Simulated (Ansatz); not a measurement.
C in space group P6_122 (No. 178; C on 6b) at seven volumes, DFT-PBE in the program Ansatz with PAW potentials, shape and atoms relaxed at each. One row is withheld.

```tsv
V (Å³/atom)	P (GPa)
5.658	43.45
5.845	26.87
6.031	?
6.218	-0.01
6.404	-10.85
6.591	-20.25
6.778	-28.39
```

Question: Fit the shown pressures and predict the withheld one.

Answer: Third-order Birch–Murnaghan: P = (3/2)B₀(x^(7/2) − x^(5/2))[1 + (3/4)(B′ − 4)(x − 1)] with x = (V₀/V)^(2/3). Least squares on the six rows gives V₀ = 6.218 Å³/atom, B₀ = 386.8 GPa, B′ = 3.72. At V = 6.031, x = 1.0206 and P = 12.50 GPa. The run itself gave 12.48 GPa.

The start of the workflow was typed in or built on a structure type; neither database checked (COD, Materials Project) lists it. It is not the phase usual at ambient conditions (space group No. 194, 227). Symmetry was held in the PBE relaxation; whether a distortion lowers the energy is not shown.

Potentials: the later of the program's two PAW sets.
